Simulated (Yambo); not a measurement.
Excitons in LiC at -1.5 % isotropic strain

```xyz
4
Lattice="-1.7602 2.3674 2.6121 1.7602 -2.3674 2.6121 1.7602 2.3674 -2.6121" Properties=species:S:1:pos:R:3 pbc="T T T"
Li     0.0000     2.3674     1.2499
Li     1.7602     0.0000     1.3622
C      0.0000     4.1064     0.0000
C      0.0000     0.6283     0.0000
```

The PBEsol cell relaxed from Materials Project entry mp-1378 was given an isotropic strain of -1.5 % on all lattice vectors, and the atoms were relaxed again.

BSE in Yambo on norm-conserving PBEsol (Quantum ESPRESSO, 82 Ry, scalar-relativistic) bands: 8×8×8 mesh, 4 valence and 2 conduction bands, static screening with 24 bands and a 4 Ry block, scissor 2.30 eV, Tamm-Dancoff; field along x.

| state | energy (eV) | states within 2 meV | relative strength | class | main transitions |
|---|---|---|---|---|---|
| 1 | 4.80 | 1 | < 0.01 | dark | VB → CB (94 %) |
| 2 | 5.00 | 1 | < 0.01 | dark | VB → CB (68 %) |
| 3 | 5.25 | 1 | < 0.01 | dark | VB−1 → CB (73 %) |
| 4 | 5.27 | 1 | < 0.01 | dark | VB → CB (100 %) |
| 5 | 5.38 | 1 | < 0.01 | dark | VB → CB (83 %) |
| 6 | 5.39 | 1 | < 0.01 | dark | VB → CB (99 %) |
| 7 | 5.44 | 1 | < 0.01 | dark | VB → CB (78 %) |
| 8 | 5.49 | 1 | < 0.01 | dark | VB → CB (99 %) |
| 9 | 5.49 | 1 | < 0.01 | dark | several band pairs |
| 10 | 5.53 | 1 | < 0.01 | dark | several band pairs |

These are vertical excitations (zero momentum); the indirect quasiparticle gap, about 5.30 eV, is smaller than the direct one (5.63 eV on the GW mesh). The direct quasiparticle gap on this mesh is 5.63 eV; counted from there, state 1 is bound by 0.83 eV. Convergence with the mesh was not shown.

Spin singlets only. Strengths are relative to the strongest of the lowest states of this run; strong means a line over 3 % of the spectrum's maximum, dark under 0.03 %. Absolute energies carry the error of the G0W0 scissor, whose convergence isn't established; the long-wavelength screening was taken along (1,1,1) although the crystal is anisotropic.
